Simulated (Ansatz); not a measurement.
The relaxed structure here is a generated cell of YN: the first start was made by placing the elements on the sites of a structure type, and the end was not matched to a known phase here, so it may be hypothetical. Known forms of YN include space group No. 225.

One stationary structure of YN. Space group R3m (No. 160), AFLOW prototype AB_hR6_160_3a_3a (as in SiC). Calculation: r2SCAN (plane waves to 500 eV, PAW, scalar-relativistic; Ansatz, a program for electronic structure).

```cif
data_N9Y9
_chemical_formula_sum 'N9 Y9'
_space_group_name_H-M_alt 'R3m :H'
_space_group_IT_number 160
_space_group_name_Hall 'R 3 -2"'
_cell_length_a 3.81707
_cell_length_b 3.81707
_cell_length_c 25.75064
_cell_angle_alpha 90.000
_cell_angle_beta 90.000
_cell_angle_gamma 120.000
loop_
_atom_site_label
_atom_site_type_symbol
_atom_site_symmetry_multiplicity
_atom_site_Wyckoff_symbol
_atom_site_fract_x
_atom_site_fract_y
_atom_site_fract_z
_atom_site_occupancy
N1 N 3 a 0.00000 0.00000 0.99647 1
N2 N 3 a 0.00000 0.00000 0.21906 1
N3 N 3 a 0.00000 0.00000 0.77662 1
Y1 Y 3 a 0.00000 0.00000 0.08650 1
Y2 Y 3 a 0.00000 0.00000 0.30690 1
Y3 Y 3 a 0.00000 0.00000 0.86444 1
```
(The calculation used a cell of 6 atoms; values per cell refer to that cell.)

**Question.** Estimate the band gap that r2SCAN returns for this input.

**Answer.** 2.77 eV, indirect (valence top at 67 % of the way from S2 to F, conduction bottom at Γ) (no spin-orbit coupling).

**Question.** Give the smallest direct gap at the level r2SCAN.

**Answer.** 2.90 eV at F.

No spin polarisation in the result.

The run could not lose the symmetry of its start, so the end can be a saddle point.
